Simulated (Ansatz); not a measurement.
Ga$_{2}$PN in space group P3m1 (No. 156; Ga on 1a, Ga on 1c, P on 1a, N on 1c) under volume change, plane-wave PAW PBE (Ansatz code), shape and atoms relaxed at each volume.

| V (Å³/atom) | E − E(relaxed) (meV/atom) | P (GPa) |
|---|---|---|
| 15.164 | 20.3 | 7.10 |
| 15.648 | 4.8 | 3.26 |
| 16.132 | 0.0 | 0.00 |
| 16.616 | [?] | [?] |
| 17.100 | [?] | [?] |

Problem. Complete the blanks.

Solution. 
- 16.616, E − E(relaxed) (meV/atom): 4.3
- 16.616, P (GPa): -2.76
- 17.100, E − E(relaxed) (meV/atom): 16.3
- 17.100, P (GPa): -5.10

Problem. What does a third-order Birch–Murnaghan fit give for V₀, B₀ and B′?

Solution. V₀ = 16.13 Å³/atom, B₀ = 99.8 GPa, B′ = 4.5.

The start of the workflow was typed in or built on a structure type; neither database checked (COD, Materials Project) lists it. Its standing as an ambient phase is unchecked. Symmetry was held in the PBE relaxation; its stability against distortions is not shown here.

Potentials: the earlier of the program's two PAW sets.
